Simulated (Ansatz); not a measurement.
HfO2 in space group P2_1/c (No. 14; Hf on 4e, O on 4e, O on 4e), PBEsol (plane waves, PAW; program Ansatz). The conduction-band minimum lies at Y2, with 1 equivalent valley. Second derivatives d²E/dk² of the lowest band at one valley (eV·Å²), along Cartesian directions:

```
direction  d²E/dk²
---------  -------
[100]        6.828
[010]        8.033
[001]        3.166
[110]        7.428
[101]        7.046
[011]        5.598
```

Find the principal effective masses, the density-of-states mass and the conductivity mass.

Off-diagonal terms follow from H_xy = H[110] − (H_xx + H_yy)/2, and m*/mₑ = 7.620 eV·Å² over each eigenvalue: 0.95, 0.98, 3.4. One valley's DOS mass (m₁m₂m₃)^(1/3) = 1.5, conductivity mass 3/(Σ 1/mᵢ) = 1.3 mₑ.

What effective density of states Nc follows at 300 K for parabolic valleys?

Nc = 2.509e19 × 1 × (1.5)^(3/2) ≈ 4.6e19 cm⁻³.

The cell was relaxed with PBEsol under the symmetry of its start. No spin polarisation was allowed. Spin–orbit coupling is left out wherever it is not named.

Potentials: the later of the program's two PAW sets.

Edges and masses are those of Kohn–Sham bands, whose gap is no quasiparticle gap.
